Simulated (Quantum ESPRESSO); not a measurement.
W2Hf2Mo2NbLi, input and log of a self-consistent run

Simulated, not a measurement. The program is pw.x of Quantum ESPRESSO 7.5 (plane-wave density functional theory). The cell is made up: eight metal atoms on a face-centred cubic lattice, with elements, volume, strain and displacements drawn at random and not relaxed, so it may be unstable or far from any real phase. PseudoDojo standard norm-conserving files set the functional (PBE unless stated); there is no spin polarisation or spin-orbit coupling, the Fermi-Dirac width of 0.25 eV means electrons at about 2900 K, and the masses in the input are unused placeholders. Heavy elements are run without spin-orbit coupling, which real alloys of them have. A spin test at this wide smearing found no moment, but such smearing suppresses magnetism that the real alloy may have.

Input:

```
&control calculation='scf', pseudo_dir='./dojo.nc.sr.pbe.v0_5.standard.upf', outdir='./o', disk_io='minimal', tprnfor=.true., tstress=.true. /
&system ibrav=0, nat=8, ntyp=5, nbnd=65, ecutwfc=82.02448710, nosym=.true., tot_charge=0,
 occupations='smearing', smearing='fd', degauss=0.0183746611
/
&electrons conv_thr=1.470e-08, electron_maxstep=70, mixing_beta=0.5 /
ATOMIC_SPECIES
Hf 1.0 Hf.upf
Li 1.0 Li.upf
Mo 1.0 Mo.upf
Nb 1.0 Nb.upf
W 1.0 W.upf
CELL_PARAMETERS angstrom
0.0101 -2.0176 -2.0463
1.9987 3.9835 -2.0048
7.9994 -3.988 4.005
ATOMIC_POSITIONS angstrom
W 0.0118 -0.0778 0.0449
Hf 3.954 -2.0753 2.0086
W 3.9283 -0.0711 0.0327
Mo 8.0954 -2.0369 2.0287
Mo 1.9522 -2.0346 -0.0594
Nb 6.0696 -4.1032 2.0436
Hf 2.0459 0.0482 -2.1268
Li 5.9749 -1.9774 0.0446
K_POINTS automatic
8 5 3 1 1 1
```

The log is shortened where brackets say so; the opening notice, blank lines, dates and the lines on written files are dropped, and the path of the files is cut. It prints rydbergs, bohrs and kilobars, and counts compression as positive stress. Its total energy is the free energy E - TS of the whole cell.

```
     Program PWSCF v.7.5
     Parallel version (MPI & OpenMP), running on       4 processor cores
     Number of MPI processes:                 4
     Threads/MPI process:                     1
     [start-up lines left out]
     bravais-lattice index     =            0
     lattice parameter (alat)  =       5.4305  a.u.
     unit-cell volume          =     877.9906 (a.u.)^3
     number of atoms/cell      =            8
     number of atomic types    =            5
     number of electrons       =        96.00
     number of Kohn-Sham states=           65
     kinetic-energy cutoff     =      82.0245  Ry
     charge density cutoff     =     328.0979  Ry
     scf convergence threshold =      1.5E-08
     mixing beta               =       0.5000
     number of iterations used =            8  plain     mixing
     Exchange-correlation= PBE
                           (   1   4   3   4   0   0   0)
     [axes and pseudopotential details left out]
   Cartesian axes
     site n.     atom                  positions (alat units)
         1        W      tau(   1) = (   0.0041062  -0.0270731   0.0156245  )
         2        Hf     tau(   2) = (   1.3759262  -0.7221699   0.6989594  )
         3        W      tau(   3) = (   1.3669830  -0.0247416   0.0113791  )
         4        Mo     tau(   4) = (   2.8170645  -0.7088073   0.7059538  )
         5        Mo     tau(   5) = (   0.6793331  -0.7080069  -0.0206702  )
         6        Nb     tau(   6) = (   2.1121198  -1.4278453   0.7111388  )
         7        Hf     tau(   7) = (   0.7119391   0.0167728  -0.7400910  )
         8        Li     tau(   8) = (   2.0791658  -0.6881023   0.0155201  )
     number of k points=    60  Fermi-Dirac smearing, width (Ry)=  0.0184
                       cart. coord. in units 2pi/alat
        k(    1) = (   0.0917575  -0.0119261  -0.0755596), wk =   0.0333333
        k(    2) = (  -0.0878340   0.0480004  -0.1355319), wk =   0.0333333
     [further k points left out]
     Dense  grid:    88157 G-vectors     FFT dimensions: (  32,  54, 108)
     Estimated max dynamical RAM per process >     329.05 MB
     Estimated total dynamical RAM >       1.22 GB
     Initial potential from superposition of free atoms
     starting charge      95.9855, renormalised to      96.0000
     Starting wfcs are   72 randomized atomic wfcs
     total cpu time spent up to now is        4.0 secs
     per-process dynamical memory:   254.2 Mb
     Self-consistent Calculation
     iteration #  1     ecut=    82.02 Ry     beta= 0.50
     Davidson diagonalization with overlap
     ethr =  1.00E-02,  avg # of iterations =  2.7
     total cpu time spent up to now is       12.7 secs
     total energy              =    -947.83838115 Ry
     estimated scf accuracy    <       1.87966417 Ry
     iteration #  2     ecut=    82.02 Ry     beta= 0.50
     Davidson diagonalization with overlap
     ethr =  1.96E-03,  avg # of iterations =  5.3
     total cpu time spent up to now is       23.1 secs
     total energy              =    -945.13989512 Ry
     estimated scf accuracy    <      72.72972063 Ry
     iteration #  3     ecut=    82.02 Ry     beta= 0.50
     Davidson diagonalization with overlap
     ethr =  1.96E-03,  avg # of iterations =  5.3
     total cpu time spent up to now is       32.7 secs
     total energy              =    -948.10727897 Ry
     estimated scf accuracy    <      15.21045494 Ry
     iteration #  4     ecut=    82.02 Ry     beta= 0.50
     Davidson diagonalization with overlap
     ethr =  1.96E-03,  avg # of iterations =  2.0
     total cpu time spent up to now is       40.2 secs
     total energy              =    -948.78212669 Ry
     estimated scf accuracy    <       1.66488015 Ry
     iteration #  5     ecut=    82.02 Ry     beta= 0.50
     Davidson diagonalization with overlap
     ethr =  1.73E-03,  avg # of iterations =  1.0
     total cpu time spent up to now is       46.6 secs
     total energy              =    -948.86039668 Ry
     estimated scf accuracy    <       0.28469348 Ry
     [iterations 6 to 15 left out]
     iteration # 16     ecut=    82.02 Ry     beta= 0.50
     Davidson diagonalization with overlap
     ethr =  1.48E-08,  avg # of iterations =  1.0
     total cpu time spent up to now is      129.6 secs
     total energy              =    -948.88394862 Ry
     estimated scf accuracy    <       0.00000011 Ry
     iteration # 17     ecut=    82.02 Ry     beta= 0.50
     Davidson diagonalization with overlap
     ethr =  1.15E-10,  avg # of iterations =  4.5
     total cpu time spent up to now is      138.2 secs
     total energy              =    -948.88394864 Ry
     estimated scf accuracy    <       0.00000006 Ry
     iteration # 18     ecut=    82.02 Ry     beta= 0.50
     Davidson diagonalization with overlap
     ethr =  6.34E-11,  avg # of iterations =  2.1
     total cpu time spent up to now is      145.6 secs
     total energy              =    -948.88394864 Ry
     estimated scf accuracy    <       0.00000008 Ry
     iteration # 19     ecut=    82.02 Ry     beta= 0.50
     Davidson diagonalization with overlap
     ethr =  6.34E-11,  avg # of iterations =  1.0
     total cpu time spent up to now is      151.9 secs
     total energy              =    -948.88394865 Ry
     estimated scf accuracy    <       0.00000001 Ry
     iteration # 20     ecut=    82.02 Ry     beta= 0.50
     Davidson diagonalization with overlap
     ethr =  1.54E-11,  avg # of iterations =  1.6
     total cpu time spent up to now is      158.7 secs
     End of self-consistent calculation
     [lines on levels left out]
!    total energy              =    -948.88394865 Ry
     estimated scf accuracy    <          9.7E-10 Ry
     smearing contrib. (-TS)   =      -0.13318345 Ry
     internal energy E=F+TS    =    -948.75076520 Ry
     The total energy is F=E-TS. E is the sum of the following terms:
     one-electron contribution =    -231.79020402 Ry
     hartree contribution      =     164.05503521 Ry
     xc contribution           =    -194.74384809 Ry
     ewald contribution        =    -686.27174830 Ry
     convergence has been achieved in  20 iterations
     Forces acting on atoms (cartesian axes, Ry/au):
     atom    1 type  5   force =     0.00897410    0.04726885   -0.05327215
     atom    2 type  1   force =     0.00415999   -0.00350818    0.01340117
     atom    3 type  5   force =     0.01763330   -0.01520572    0.00935306
     atom    4 type  3   force =    -0.09356570    0.02152905   -0.01818069
     atom    5 type  3   force =     0.05283361    0.02937698   -0.01954711
     atom    6 type  4   force =     0.00975424   -0.00049556   -0.00050928
     atom    7 type  1   force =    -0.01171319   -0.06749532    0.06876027
     atom    8 type  2   force =     0.01192364   -0.01147009   -0.00000526
     Total force =     0.171368     Total SCF correction =     0.000174
     Computing stress (Cartesian axis) and pressure
          total   stress  (Ry/bohr**3)                   (kbar)     P=      191.27
   0.00110026  -0.00008398   0.00008956          161.85      -12.35       13.18
  -0.00008398   0.00134600   0.00005128          -12.35      198.00        7.54
   0.00008956   0.00005128   0.00145450           13.18        7.54      213.96
     init_run     :      3.80s CPU      3.94s WALL (       1 calls)
     electrons    :    154.31s CPU    154.64s WALL (       1 calls)
     forces       :      1.48s CPU      1.48s WALL (       1 calls)
     stress       :      5.10s CPU      5.20s WALL (       1 calls)
     [timing details left out]
     PWSCF        :   2m44.78s CPU   2m45.35s WALL
     JOB DONE.
```

In other units: free energy -12910.224 eV for the cell, pressure 19.13 GPa, largest force component 2.406 eV/Å in size. The run took 167 s of wall time with four MPI processes on a shared machine (AMD EPYC, Zen 5, virtual cores), so the time is rough. A rerun of this cell at a higher cutoff and on a denser mesh moved values by no more than 0.003 eV in energy, 0.07 GPa in stress and 0.009 eV/Å in force, and a second program with other atomic files agreed on that cell to 2 % rms in force and 0.5 GPa in pressure.